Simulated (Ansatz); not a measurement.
W₂C in space group P-3m1 (No. 164; C on 1a, W on 2d) at seven volumes, PBEsol (plane waves, PAW; program Ansatz), shape and atoms relaxed at each. One row is withheld.

```tsv
V (Å³/atom)	P (GPa)
11.232	38.23
11.602	23.23
11.973	10.74
12.343	0.00
12.713	?
13.084	-17.04
13.454	-23.61
```

Question: Fit the shown pressures and predict the withheld one.

Answer: P = (3/2)B₀(x^(7/2) − x^(5/2))[1 + (3/4)(B′ − 4)(x − 1)] with x = (V₀/V)^(2/3). Least squares on the six rows gives V₀ = 12.341 Å³/atom, B₀ = 330 GPa, B′ = 4.35. At V = 12.713, x = 0.9804 and P = -9.19 GPa. The run itself gave -9.26 GPa.

Symmetry was held in the PBEsol relaxation. No spin polarisation was allowed. Spin–orbit coupling is left out wherever it is not named.

Potentials: the later of the program's two PAW sets.
